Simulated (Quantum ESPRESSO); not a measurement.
# Where does C sit best among Ge sites?

These are calculations, not measurements. They come from pw.x of Quantum ESPRESSO 7.5, a plane-wave density functional program, with PseudoDojo standard norm-conserving files (v0.5 for PBE, v0.4.1 for LDA and PBEsol). The cells are made up: elements, strain and atom displacements were drawn at random, and nothing was relaxed. There is no spin polarisation, spin-orbit coupling or dispersion term.

The cell has 8 sites of a zincblende or diamond lattice. Sites 1 to 4 hold Si Ge Si Si; sites 5 to 8 hold X X X X. Cell vectors in Å: (5.688, 0.007, -0.006); (0.007, 5.701, -0.074); (-0.006, -0.074, 5.673). Settings: PBE, cutoff 1116 eV, 6 x 6 x 6 k mesh shifted by half a step, Fermi-Dirac smearing of 0.1 eV.

In each run one of the sites marked X holds C and the others hold Ge; cell and positions stay the same. E is the free energy of the cell.

| site of the guest | first shell | mean distance (Å) | E above the lowest (eV) | P (GPa) | force on the guest (eV/Å) |
| --- | --- | --- | --- | --- | --- |
| 5 | GeSi3 | 2.479 | 0.260 | -7.70 | 0.261 |
| 6 | GeSi3 | 2.443 | 0.000 | -8.25 | 0.310 |
| 7 | GeSi3 | 2.484 | 0.311 | -7.60 | 0.382 |
| 8 | GeSi3 | 2.446 | 0.023 | -8.21 | 0.408 |

A rerun of one of these cells at 1347 eV and k mesh 8 x 8 x 8 moved values by no more than 0.003 eV in the cell's energy, 0.02 GPa in stress and 0.004 eV/Å in force.

## Reading the table

Site 6 is lowest, by 0.023 eV, over three times the rerun's bound. A straight line of energy against the mean distance has a slope of 7.4 ± 0.2 eV/Å, so the guest costs less on the tighter sites. The positions are random and not relaxed, so the differences hold for this frozen cell and are not site preferences of a real crystal.